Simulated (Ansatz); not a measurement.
All numbers below come from Ansatz, DFT PBE, scalar-relativistic, plane waves, PAW. Settings: cutoff 420 eV, Γ-centred meshes spaced at most about 0.3 Å⁻¹, and about 0.25 Å⁻¹ or finer for metals (2π included), Gaussian smearing. No spin polarisation in the final relaxations.

These are static total energies at zero pressure.

Compare these two cells of SrAgI3, each relaxed at this level.

A. Space group P4/mmm (No. 123), tetragonal, a = 5.526 Å, c = 6.704 Å. Around Sr lie 2 Ag at 3.35 Å, 4 I at 3.91 Å and 8 I at 4.34 Å; Ag is surrounded by 4 I at 2.76 Å and 2 Sr at 3.35 Å; around I on a site of symmetry 4/mmm lie 4 Sr at 3.91 Å and 8 I at 4.34 Å; around I on a site of symmetry mmm lie 2 Ag at 2.76 Å, 4 I at 3.91 Å, 4 I at 4.34 Å and 4 Sr at 4.34 Å.

B. Space group Pm-3m (No. 221), cubic, a = 5.809 Å. Sr has 12 I at 4.11 Å; around Ag lie 6 I at 2.90 Å; around I lie 2 Ag at 2.90 Å, 4 Sr at 4.11 Å and 8 I at 4.11 Å.

Task: Which is lower in energy, and by how much?

Result: B is lower, by 148 meV/atom. A has space group P4/mmm (No. 123), 40.9 Å³/atom and no gap on its mesh; B has the cubic perovskite type, space group Pm-3m (No. 221), 39.2 Å³/atom and no gap. Counting I atoms around Ag and Sr (those within 1.25 times the shortest such distance or 1.15 times the sum of covalent radii, 1.27 where that leaves under three; a plus sign parts nearer from farther groups; the shortest distance is added where it exceeds 1.18 times the sum of covalent radii), A has Sr 4+8, Ag 4 and B has Sr 12 from 4.1 Å, Ag 6. The denser one is the lower, and pressure would at first widen the difference. Both come from invented guesses. A third cell relaxed alike, in Cm, lies 251 meV/atom below the lower of the two.

Spin–orbit coupling, which can matter for I, is left out. The zero gap of Pm-3m may come from the functional, which often closes small gaps. Cells relaxed within their symmetry can be saddle points.
